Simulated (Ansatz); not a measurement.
With PBE+D3(BJ) in the plane-wave PAW code Ansatz, CrI3 in the trigonal phase (R-3; Cr on 6c, I on 18f) relaxes to a = 6.818 Å, c = 19.478 Å. Cr has 6 nearest neighbours from 2.71 Å (octahedral); I has 2 nearest neighbours from 2.71 Å (bent). Its formation energy from the elements is -43 kJ/mol of atoms, with no fitted shifts.

The Kohn–Sham gap is 1.08 eV (indirect). The magnetic state found is ferromagnetic. The net moment is 0.75 μB per atom.

Symmetry was held in the PBE+D3(BJ) relaxation. The final state is ferromagnetic, chosen from 2 collinear starts compared on coarse meshes (ties went to the first, and starts can fall back to one state), not a proven ground state. The volume moved by 16 % from the start of the relaxation. No Hubbard U is applied. The references are the lowest solids computed at this level, not always the standard phases. Scalar-relativistic: spin–orbit coupling is off unless named, which matters more the heavier the elements.

Potentials: the later of the program's two PAW sets.
